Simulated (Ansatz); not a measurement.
**SiO₂: a fit and a missing row**

SiO₂, P-4m2, a = 6.887 Å, c = 6.400 Å. This isn't the usual stable structure of the compound. Ansatz: LDA, PAW, 420 eV, Γ-centred 4×4×4 mesh on 15 atoms, Gaussian smearing 0.02 eV; no spin polarisation. Shape and atoms are relaxed at each volume; pressure is positive in compression.

| V (Å³/atom) | P (GPa) |
| --- | --- |
| 17.809 | 11.65 |
| 18.416 | 8.89 |
| 19.024 | 5.79 |
| 19.631 | 2.78 |
| 20.238 | 0.00 |
| 20.845 | -2.53 |
| 21.452 | -4.80 |
| 22.262 | ? |

Take V0 = 20.238 Å³/atom, fit the third-order Birch–Murnaghan form to the other rows, and predict the missing pressure.

With the Eulerian strain f = ½[(V0/V)^(2/3) − 1] and y = P/[3f(1 + 2f)^(5/2)], the form is the line y = B0 + 1.5 B0 (B0′ − 4) f. Rows (f, y): 0.04449, 70.5; 0.03246, 78.0; 0.02105, 82.7; 0.01025, 85.9; -0.00975, 90.9; -0.01905, 92.6. Means f = 0.01324, y = 83.433; Σ(Δf)² = 0.002987, ΣΔfΔy = -0.9893; the slope is their ratio. y = 87.82 − 331.2 f GPa, so B0 = 87.8 GPa and B0′ = 4 + 2 × (-331.2)/(3 × 87.82) = 1.49. At V = 22.262, f = -0.03078, y = 98.01 and P = -7.72 GPa. The run gave -7.44 GPa, so the fit is 0.28 GPa too low, within twice the rms miss on the fitted rows (0.19 GPa). The form still works here, 22 % of the fitted range beyond its end. With a term in f² added B0′ becomes 2.22, so this figure hangs on the form. A B0′ outside 2 to 8 is unusual except in layered or molecular crystals, and here it hangs on few rows.

Cost: 8 runs of about 22 core-minutes in all, on Arm Neoverse V2 (shared hosts).